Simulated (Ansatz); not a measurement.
The cell comes from COD entry 4344493, which wasn't checked; take it as a given geometry. The listed cell was then made from it by scaling, straining or moving an atom.

An input for YSi$_{2}$: DFT, PBEsol, all-electron LAPW, scalar-relativistic (Ansatz 0.2.0).

Command: `ansatz run input.yaml --threads 1 --pin off --max-ram 4096MiB --backend cpu --events-out ev --progress --plain --runs-dir out` The run took 48 s on 1 thread of Arm Neoverse V1, with other jobs on the host, peak memory 0.56 GiB.

```yaml
crystal:
  lattice:
    - [3.791701159, 0.0, 0.0]
    - [-1.8958505794, 3.2837095272, 0.0]
    - [0.0, 0.0, 4.14]
  atoms:
    - { symbol: "Y", position: [0.0, 0.0, 0.0] }
    - { symbol: Si, position: [0.3333333333, 0.6666666667, 0.5] }
    - { symbol: Si, position: [0.6666666667, 0.3333333333, 0.5] }
kpoints:
  mp_grid: { grid: [12, 12, 10] }
  band_path:
    path:
      - [0.0, 0.0, 0.0]
      - [0.5, 0.0, 0.0]
      - [0.3333333333, 0.3333333333, 0.0]
      - [0.0, 0.0, 0.0]
      - [0.0, 0.0, 0.5]
      - [0.5, 0.0, 0.5]
      - [0.3333333333, 0.3333333333, 0.5]
      - [0.0, 0.0, 0.5]
      - [0.5, 0.0, 0.5]
    npoints: 5
scf:
  occupations: { method: fermi_dirac, width: 0.05 }
hamiltonian:
  xc: pbesol
  pseudopotentials: { kind: all_electron, lapw: { basis_error: 0.001 } }
output:
  forces: true
  stress: true
  eigenvalues: true
```

Set-up and iterations as logged by Ansatz (the results part is left out, to be predicted):

```
LAPW: plane waves up to 8.455 Å⁻¹, error target 1.0e-3 eV per atom; small_component_spin mean_spin; Si in spheres of 1.095 Å, 12 of its electrons in bands, Dirac shells []; Y in spheres of 1.230 Å, 29 of its electrons in bands, Dirac shells []
Engine: ansatz 0.2.0
Pseudopotentials: kind: all_electron
Pseudopotential: Y, LAPW, valence charge 29, Koelling and Harmon's equation, gaussian nucleus
Pseudopotential: Si, LAPW, valence charge 12, Koelling and Harmon's equation, gaussian nucleus
Functional definition: PBEsol
  exchange = pbesol_x
  correlation = pbesol_c
Crystal: 3 atoms, lattice volume = 51.546 Å³
Basis set: ecut = 272.3587522394094 eV, 527 PW (Γ), exchange–correlation at level 2
Bands: 32, of which v1, the nominal top of the filled ones, is band 27 counted from 1 (26 counted from 0)
Symmetry: 24 space group operations
Space group: P6/mmm (ITA 191), of the structure as read, at distance tolerance 3.7e-5 Å
k-points: 114 of 1440
Non-local potential: Y, projectors of the file, none
Non-local potential: Si, projectors of the file, none
Initial density: superposition of atomic densities (chi_scale 0.1, normalization cell, long waves kept (reshape's long-wave potential 0.00 eV rms))
Initial wavefunctions: plane waves of lowest kinetic energy (no species holds an atomic orbital)
Functional: x = pbesol(κ = 0.804, μ = 0.12345679012345678), c = pbesol(β = 0.046)
iter 1 solved again at ethr=1.66e-3 eV; its pass at ethr=1.00e-1 eV (dr2=8.78e-1 eV) is discarded
SCF iter   1: F=—  HF=-107823.401091 eV  |F-HF|=—  |Δ(HF+E_count)|=         —  Δρ=2.90e-2  dr2=8.82e-1  ethr=1.66e-3  ⟨swp⟩=2.0  Hψ=23992  notcnv=0
SCF iter   2: F=—  HF=-107823.240372 eV  |F-HF|=—  |Δ(HF+E_count)|=   1.61e-1  Δρ=1.91e-2  dr2=4.12e-1  ethr=1.66e-3  ⟨swp⟩=2.0  Hψ=10493  notcnv=0
iter 3 solved again at ethr=5.42e-5 eV; its pass at ethr=7.78e-4 eV (dr2=2.87e-2 eV) is discarded
SCF iter   3: F=—  HF=-107823.135491 eV  |F-HF|=—  |Δ(HF+E_count)|=   1.05e-1  Δρ=4.32e-3  dr2=2.85e-2  ethr=5.42e-5  ⟨swp⟩=2.0  Hψ=17967  notcnv=0
SCF iter   4: F=—  HF=-107823.128977 eV  |F-HF|=—  |Δ(HF+E_count)|=         —  Δρ=8.87e-4  dr2=3.75e-4  ethr=5.37e-5  ⟨swp⟩=2.9  Hψ=10772  notcnv=0
the basis was enlarged: its passes take 230.9 KiB over the memory plan, 1 of 1 planned eigensolver slots
SCF iter   5: F=—  HF=-107823.127537 eV  |F-HF|=—  |Δ(HF+E_count)|=   1.44e-3  Δρ=3.72e-4  dr2=9.77e-5  ethr=7.08e-7  ⟨swp⟩=3.0  Hψ=10396  notcnv=0
SCF iter   6: F=—  HF=-107823.127515 eV  |F-HF|=—  |Δ(HF+E_count)|=   2.24e-5  Δρ=1.62e-4  dr2=1.72e-5  ethr=1.84e-7  ⟨swp⟩=2.0  Hψ=9896  notcnv=0
SCF iter   7: F=—  HF=-107823.127512 eV  |F-HF|=—  |Δ(HF+E_count)|=   2.54e-6  Δρ=2.81e-5  dr2=6.06e-7  ethr=3.25e-8  ⟨swp⟩=2.0  Hψ=9896  notcnv=0
SCF iter   8: F=-107823.127512 eV  HF=-107823.127512 eV  |F-HF|=2.18e-8  |Δ(HF+E_count)|=   3.49e-7  Δρ=1.18e-5  dr2=8.57e-8  ethr=1.14e-9  ⟨swp⟩=2.1  Hψ=9908  notcnv=0
```

Spin polarisation is left out, and whether a magnetic state lies lower isn't shown here.

(1) What pressure will this run report?

(2) Is there a band gap?

## Answers

(1) 12.64 GPa (positive in compression).

(2) none: with an odd electron count and no spin polarisation the bands can't all be full, a metal in this set-up (in compounds, spin order or a distortion in a larger cell can open a gap).
